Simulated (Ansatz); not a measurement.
AlRu$_{2}$C:
```yaml
crystal:
  lattice:
    - [2.90442, 0.00000, 0.00000]
    - [-1.45221, 2.51530, 0.00000]
    - [0.00000, 0.00000, 13.35856]
  atoms:
    - { symbol: Al, position: [0.66667, 0.33333, 0.25000] }
    - { symbol: Al, position: [0.33333, 0.66667, 0.75000] }
    - { symbol: Ru, position: [0.33333, 0.66667, 0.40496] }
    - { symbol: Ru, position: [0.66667, 0.33333, 0.59504] }
    - { symbol: Ru, position: [0.66667, 0.33333, 0.90496] }
    - { symbol: Ru, position: [0.33333, 0.66667, 0.09504] }
    - { symbol: C, position: [0.00000, 0.00000, 0.50000] }
    - { symbol: C, position: [0.00000, 0.00000, 0.00000] }
```

Relaxed with PBE. Special points in fractions of this cell's reciprocal vectors: Γ (0.000, 0.000, 0.000); M (0.500, 0.000, 0.000); K (0.333, 0.333, 0.000); A (0.000, 0.000, 0.500); L (0.500, 0.000, 0.500); H (0.333, 0.333, 0.500).

**Question.** List the band energies nearest the Fermi level at these points for DFT-PBE with spin–orbit coupling in the program Ansatz with PAW potentials.

**Answer.** In eV from the Fermi level; about four levels below and three above (degenerate sets whole), none deeper than 8.9 eV; points with the same levels are listed once.

| k | below | above |
|---|---|---|
| Γ | -0.82 -0.82 -0.79 -0.79 | 1.07 1.07 1.32 1.32 |
| M | -0.78 -0.78 -0.57 -0.57 | 0.27 0.27 0.29 0.29 |
| K | -0.72 -0.72 -0.13 -0.13 | 0.01 0.01 0.55 0.55 |
| A | -0.83 -0.83 -0.83 -0.83 | 1.19 1.19 1.19 1.19 |
| L | -0.89 -0.89 -0.89 -0.89 | 0.07 0.07 0.07 0.07 |
| H | -0.74 -0.74 0.00 0.00 | 0.09 0.09 0.73 0.73 |

Space group P6_3/mmc. The start of the workflow was typed in or built on a structure type; neither database checked (COD, Materials Project) lists it. Whether it is the stable phase at ambient conditions was not checked. Symmetry was held in the PBE relaxation; whether a distortion lowers the energy is not shown. The run is not spin-polarised.

Potentials: the earlier of the program's two PAW sets.
